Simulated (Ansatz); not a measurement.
Relaxed-ion elastic tensor of Bi (A7 (α-As type), R-3m) in GPa (Voigt order), LDA in the plane-wave PAW code Ansatz; density 10.35 g/cm³, 33.51 Å³ per atom.

```tsv
	1	2	3	4	5	6
1	76.6	34.4	30.3	-6.5	0.0	0.0
2	34.4	76.6	30.3	6.5	0.0	0.0
3	30.3	30.3	46.5	0.0	0.0	0.0
4	-6.5	6.5	0.0	11.7	0.0	0.0
5	0.0	0.0	0.0	0.0	11.7	-6.5
6	0.0	0.0	0.0	0.0	-6.5	21.1
```

Is the crystal mechanically stable?

Yes: the smallest eigenvalue of C is 8.4 GPa.

Work out the Voigt, Reuss and Hill averages.

K_V = 43.3, K_R = 40.2, K_H = 41.8; G_V = 15.9, G_R = 12.5, G_H = 14.2 GPa.

Give Young's modulus, Poisson's ratio, Pugh's ratio and the universal anisotropy index.

E = 9KG/(3K + G) = 38.3 GPa; ν = 0.35; K/G = 2.94 (ductile by the Pugh limit of 1.75); A_U = 5G_V/G_R + K_V/K_R − 6 = 1.41.

Estimate the sound speeds and the Debye temperature.

v_l = √((K + 4G/3)/ρ) = 2420 m/s, v_t = √(G/ρ) = 1170 m/s, mean 1320 m/s; Θ = (h/k)(3n/4πV)^(1/3) v_m = 122 K.

Solve the Christoffel equation for the three sound speeds along x, y, z.

Eigenvalues of C_ijkl n_j n_l equal ρv². In km/s, slowest first: x 0.90, 1.53, 2.72; y 1.03, 1.43, 2.73; z 1.06, 1.06, 2.12.

How much does each axis shrink under pressure?

Linear compressibilities β_i = Σ_j S_ij (j = 1 to 3): x 4.9, y 4.9, z 15 per TPa.

The cell was relaxed with LDA under the symmetry of its start. As this level gives no gap, shear constants depend on the k-mesh and smearing (Fermi–Dirac, 0.1 eV here). Spin–orbit coupling is left out wherever it is not named.

Potentials: the earlier of the program's two PAW sets. The files were generated under PBE; for other functionals the program regenerates the frozen cores, and for LDA and PBEsol the local potential too.
